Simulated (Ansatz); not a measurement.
HfSi₂ (MoSi2 or CaC2 type, I4/mmm) at seven volumes, PBE in the plane-wave PAW code Ansatz, shape and atoms relaxed at each. One row is withheld.

```tsv
V (Å³/atom)	P (GPa)
14.718	15.09
15.203	9.28
15.689	4.30
16.174	0.00
16.659	-3.70
17.144	-6.86
17.629	?
```

Q: Fit the shown pressures and predict the withheld one.

A: P = (3/2)B₀(x^(7/2) − x^(5/2))[1 + (3/4)(B′ − 4)(x − 1)] with x = (V₀/V)^(2/3). Least squares on the six rows gives V₀ = 16.174 Å³/atom, B₀ = 132 GPa, B′ = 3.99. At V = 17.629, x = 0.9442 and P = -9.58 GPa. The run itself gave -9.55 GPa.

The cell is a constructed one: a structure type filled with these elements; neither database checked (COD, Materials Project) lists it. COD files the formula under space group No. 63, so this cell is another polymorph or a model. Whether it is the stable phase at ambient conditions was not checked. Symmetry was held in the PBE relaxation; whether a distortion lowers the energy is not shown. No spin polarisation was allowed. Scalar-relativistic: spin–orbit coupling is off unless named, which matters more the heavier the elements.

Potentials: the later of the program's two PAW sets.
